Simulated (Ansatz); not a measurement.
Ca: computed property card

Ca:
```cif
data_Ca2
_chemical_formula_sum 'Ca2'
_space_group_name_H-M_alt 'Im-3m'
_space_group_IT_number 229
_space_group_name_Hall '-I 4 2 3'
_cell_length_a 4.21696
_cell_length_b 4.21696
_cell_length_c 4.21696
_cell_angle_alpha 90.000
_cell_angle_beta 90.000
_cell_angle_gamma 90.000
loop_
_atom_site_label
_atom_site_type_symbol
_atom_site_symmetry_multiplicity
_atom_site_Wyckoff_symbol
_atom_site_fract_x
_atom_site_fract_y
_atom_site_fract_z
_atom_site_occupancy
Ca1 Ca 2 a 0.00000 0.00000 0.00000 1
```
(The calculation used a cell of 1 atom; values per cell refer to that cell.)

Space group Im-3m (No. 229), bcc (W type); conventional cell a = b = c = 4.217 Å, α = β = γ = 90.00°.

Method: LDA in the plane-wave PAW code Ansatz. Geometry: relaxed at this level of theory. Other levels are named where they apply.

Cell and energy:

```json
{
  "volume_per_atom": "37.49 Å³",
  "density": "1.77 g/cm³"
}
```

Electronic structure:

```json
{
  "electronic_character": "metallic (no gap)",
  "Density of states at the Fermi level": "0.93 states/eV per atom (mean over ±0.08 eV)"
}
```

Mechanics:

```json
{
  "Bulk modulus (Birch–Murnaghan fit)": "18.8 GPa",
  "Pressure derivative B′": "3.8",
  "Elastic constants (relaxed ions, GPa)": "C11 = 20.3, C12 = 18.4, C44 = 17.6",
  "mechanical_stability": "stable (all eigenvalues of C positive)"
}
```

Phonons:

```json
{
  "dynamical_stability_on_the_path": "stable (no imaginary branch)",
  "zero_point_energy": "21.7 meV/atom",
  "Vibrational entropy at 300 K": "41.8 J/(K·mol of atoms)"
}
```

This is a known high-temperature phase of the composition, computed here at zero pressure and temperature. Symmetry was held in the LDA relaxation. As this level gives no gap, shear constants depend on the k-mesh and smearing (Fermi–Dirac, 0.1 eV here). As this level gives no gap, phonon frequencies hold no LO–TO term and depend on the k-mesh and smearing (Fermi–Dirac, 0.1 eV here).

Potentials: the later of the program's two PAW sets.
